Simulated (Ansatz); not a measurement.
BN:
```xyz
4
Lattice="2.5121 0.0000 0.0000 -1.2561 2.1756 0.0000 0.0000 0.0000 8.4106" Properties=species:S:1:pos:R:3 pbc="T T T"
B      0.0000     1.4504     2.1026
B      1.2561     0.7252     6.3079
N      0.0000     1.4504     6.3079
N      1.2561     0.7252     2.1026
```

Relaxed with PBE. Special points in fractions of this cell's reciprocal vectors: Γ (0.000, 0.000, 0.000); M (0.500, 0.000, 0.000); K (0.333, 0.333, 0.000); A (0.000, 0.000, 0.500); L (0.500, 0.000, 0.500); H (0.333, 0.333, 0.500).

Problem. List the band energies nearest the valence-band maximum at these points for DFT-PBE in the program Ansatz with PAW potentials.

Solution. In eV from the valence-band maximum; about four levels below and three above (degenerate sets whole), none deeper than 8.9 eV; points with the same levels are listed once.

```
k                    below                              above
-  -----------------------  ---------------------------------
Γ  -1.35 -1.35 -1.35 -1.35                     4.38 7.69 9.97
M  -4.12 -4.12 -1.01 -0.79                     4.59 5.01 9.44
K    -7.15 -7.15 0.00 0.00                    4.67 4.67 11.46
A  -1.35 -1.35 -1.35 -1.35  5.64 5.64 11.54 11.54 11.54 11.54
L  -4.12 -4.12 -0.90 -0.90                4.77 4.77 9.70 9.70
H    -7.15 -7.15 0.00 0.00              4.66 4.66 12.16 12.16
```

Space group P6_3/mmc. The PBE relaxation kept the symmetry of its start. The volume lies over 15 % above that of the usual cell of this phase: another minimum, or an error of the functional. A crystal of weakly bound layers computed without a dispersion correction: the cell and the soft elastic constants depend strongly on that.

Potentials: the later of the program's two PAW sets.
